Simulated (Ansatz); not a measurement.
Relaxation of Hg4Pt

Level of theory: Ansatz, DFT PBEsol, scalar-relativistic, plane waves, PAW. (420 eV cutoff, 8×8×8 k-mesh, Gaussian smearing of 0.10 eV, no spin polarisation)

What was changed: relaxed at 10 GPa.

Spin–orbit coupling is left out, which can shift energies with elements as heavy as these.

Other phases may be more stable at this pressure.

Command:

```bash
ansatz run input.yaml --threads 1 --pin off --max-ram 2560MiB --backend cpu --events-out ev --progress --plain --runs-dir out
```

Input:

```yaml
crystal:
  lattice:
    - [-3.0150633125, 3.0150633125, 3.0150633125]
    - [3.0150633125, -3.0150633125, 3.0150633125]
    - [3.0150633125, 3.0150633125, -3.0150633125]
  atoms:
    - { symbol: Hg, position: [0.5, 0.5, 0.5] }
    - { symbol: Hg, position: [0.5, 0.0, 0.0] }
    - { symbol: Hg, position: [0.0, 0.0, 0.5] }
    - { symbol: Hg, position: [0.0, 0.5, 0.0] }
    - { symbol: Pt, position: [0.0, 0.0, 0.0] }
basis:
  ecutwfc: 420
kpoints:
  mp_grid: { grid: [8, 8, 8] }
hamiltonian:
  xc: pbesol
scf:
  occupations: { method: gaussian, width: 0.1 }
output:
  forces: true
  stress: true
  eigenvalues: true
relax:
  adjacent_minimum: "off"
  f_tol: 0.008
  max_steps: 50
  cell: { stress_tol: 0.08, p_target: 10.0 }
```

F is the free energy. Steps run on the plane waves of an earlier cell, but the last one, and at times one on the way, on a freshly chosen basis, so a repeated geometry can differ a little in energy. The relaxation lowers the enthalpy F + PV at the target pressure, so F itself can rise.

Steps:

```
step F − F(1) (eV) largest force component (eV/Å) V (Å³/atom) P (GPa)
   1         0.0000                           0.000       21.927    10.56
   2        -0.0774                           0.000       22.182     9.00
   3        -0.0289                           0.000       22.017     9.99
   4        -0.0290                           0.000       22.017     9.99
```

Relaxed structure:

```xyz
5
Lattice="-3.0192 3.0192 3.0192 3.0192 -3.0192 3.0192 3.0192 3.0192 -3.0192" Properties=species:S:1:pos:R:3 pbc="T T T"
Hg    1.5096    1.5096    1.5096
Hg   -1.5096    1.5096    1.5096
Hg    1.5096    1.5096   -1.5096
Hg    1.5096   -1.5096    1.5096
Pt    0.0000    0.0000    0.0000
```

The structure is cubic, space group Im-3m (No. 229). The conventional cell has a = 6.038 Å, b = 6.038 Å, c = 6.038 Å, α = 90.00°, β = 90.00°, γ = 90.00°. Hg (site symmetry -3m) has 2 Pt at 2.61 Å as nearest neighbours. Around Pt (site symmetry m-3m) lie 8 Hg at 2.61 Å.

The run converged. It took 35 s on 1 thread of Arm Neoverse V2, with other jobs on the host, peak memory 0.45 GiB.